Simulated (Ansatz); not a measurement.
Ir:
```cif
data_Ir2
_chemical_formula_sum 'Ir2'
_space_group_name_H-M_alt 'P63/mmc'
_space_group_IT_number 194
_space_group_name_Hall '-P 6c 2c'
_cell_length_a 2.70664
_cell_length_b 2.70664
_cell_length_c 4.38157
_cell_angle_alpha 90.000
_cell_angle_beta 90.000
_cell_angle_gamma 120.000
loop_
_atom_site_label
_atom_site_type_symbol
_atom_site_symmetry_multiplicity
_atom_site_Wyckoff_symbol
_atom_site_fract_x
_atom_site_fract_y
_atom_site_fract_z
_atom_site_occupancy
Ir1 Ir 2 c 0.33333 0.66667 0.25000 1
```

Relaxed at zero pressure with DFT-LDA in the program Ansatz with PAW potentials.

### Question
The volume is lowered by 9 % and shape and atoms relax at that volume. What pressure results, and how do the axes share the change?

### Answer
47.9 GPa; a -3.2 %, b -3.2 %, c -2.9 %; the energy rises by 170 meV/atom.

### Question
Give the new structure.

### Answer

Space group P6₃/mmc (No. 194); a = 2.6209 Å, b = 2.6209 Å, c = 4.2524 Å, α = 90.00°, β = 90.00°, γ = 120.00°

```
atom  site  symmetry       x       y       z
----  ----  --------  ------  ------  ------
Ir      2c      -6m2  0.3333  0.6667  0.2500
```

The phase is kept; no other phase was compared at this pressure.

Space group P6_3/mmc (hcp (Mg type)). The workflow started from a Materials Project entry (that database holds measured and hypothetical structures alike); the Crystallography Open Database copy checked does not list it. It is not the phase usual at ambient conditions (space group No. 225). The LDA relaxation kept the symmetry of its start; of distortions, only those at the zone centre were tested. The run is not spin-polarised. Axis ratios of metals converge slowly with the k-mesh, so a and c are less sure than the volume. Scalar-relativistic: spin–orbit coupling is off unless named, which matters more the heavier the elements.

Potentials: the later of the program's two PAW sets.
